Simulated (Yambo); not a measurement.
Input:

```xyz
4
Lattice="3.9357 0.0000 0.0000 -1.9678 3.4084 0.0000 0.0000 0.0000 6.5185" Properties=species:S:1:pos:R:3 pbc="T T T"
S      0.0000     2.2723     5.8144
S      0.0000     0.0000     2.3076
Zn     0.0000     0.0000     6.5124
Cd     0.0000     2.2723     3.3044
```

Workflow: PBEsol (Quantum ESPRESSO, PseudoDojo norm-conserving, 102 Ry, no spin-orbit coupling), then G0W0 in Yambo (3×3×2 Γ-centred k mesh, bands 9 to 179 and a 8 Ry block in the screening, 179 bands in G with the Bruneval-Gonze terminator, plasmon pole fitted at 27.2 eV).

Q: Give the PBEsol and G0W0 gaps between the band edges found on this mesh, and say where the edges lie.

A: Edges: Γ → Γ. PBEsol: 1.33 eV; G0W0: 2.53 eV. Nearest settings tried, and what they do to the gap: 116 bands in G: +2 meV; 116 bands in W, 116 bands in G: +17 meV; 7 Ry block (197 vectors against 251): -17 meV; 3×3×1 mesh: -143 meV. So the settings aren't converged at that level. The k mesh is coarse. Spin-orbit splittings are left out.

Geometry relaxed with PBEsol.

The structure is a Materials Project entry; no match was found in the copy of COD used, and its stability was not checked.
